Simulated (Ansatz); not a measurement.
Cu:
```xyz
1
Lattice="2.3696 0.0000 0.0000 0.0000 2.3696 0.0000 0.0000 0.0000 2.3696" Properties=species:S:1:pos:R:3 pbc="T T T"
Cu     0.0000     0.0000     0.0000
```

Relaxed with r²SCAN.

Q: Map the electron localisation function on the plane through (0.000, 0.000, 0.000) spanned by u = [1, 0, 0] and v = [0, 1, 0] in lattice vectors, from plane-wave PAW r²SCAN (Ansatz code).

A: x is the fraction of u, y of v (the angle between them is 90°; rows are the nearest grid lines); atoms in the plane: Cu at (0.00, 0.00).
```
y \ x   0.000  0.0625  0.188  0.250  0.375  0.438  0.562  0.625  0.750  0.812  0.938   1.00
------  -----  ------  -----  -----  -----  -----  -----  -----  -----  -----  -----  -----
1.00    0.932   0.891  0.435  0.256  0.181  0.191  0.191  0.181  0.256  0.435  0.891  0.932
0.938   0.891   0.841  0.397  0.247  0.179  0.191  0.191  0.179  0.247  0.397  0.841  0.891
0.875   0.717   0.654  0.316  0.224  0.174  0.192  0.192  0.174  0.224  0.316  0.654  0.717
0.750   0.256   0.247  0.200  0.179  0.168  0.202  0.202  0.168  0.179  0.200  0.247  0.256
0.688   0.197   0.194  0.175  0.164  0.180  0.214  0.214  0.180  0.164  0.175  0.194  0.197
0.625   0.181   0.179  0.169  0.168  0.204  0.227  0.227  0.204  0.168  0.169  0.179  0.181
0.562   0.191   0.191  0.195  0.202  0.227  0.235  0.235  0.227  0.202  0.195  0.191  0.191
0.438   0.191   0.191  0.195  0.202  0.227  0.235  0.235  0.227  0.202  0.195  0.191  0.191
0.375   0.181   0.179  0.169  0.168  0.204  0.227  0.227  0.204  0.168  0.169  0.179  0.181
0.312   0.197   0.194  0.175  0.164  0.180  0.214  0.214  0.180  0.164  0.175  0.194  0.197
0.250   0.256   0.247  0.200  0.179  0.168  0.202  0.202  0.168  0.179  0.200  0.247  0.256
0.125   0.717   0.654  0.316  0.224  0.174  0.192  0.192  0.174  0.224  0.316  0.654  0.717
0.0625  0.891   0.841  0.397  0.247  0.179  0.191  0.191  0.179  0.247  0.397  0.841  0.891
0.000   0.932   0.891  0.435  0.256  0.181  0.191  0.191  0.181  0.256  0.435  0.891  0.932
```

The density is the valence pseudo-density with augmentation charge, so density and ELF within about 1 Å of a nucleus are not all-electron values.

Space group Pm-3m (simple cubic). The start of the workflow was typed in or built on a structure type; neither database checked (COD, Materials Project) lists it. It is not the phase usual at ambient conditions (space group No. 225). The r²SCAN relaxation kept the symmetry of its start. At this level the phase is mechanically unstable. The run is not spin-polarised.

Potentials: the later of the program's two PAW sets.
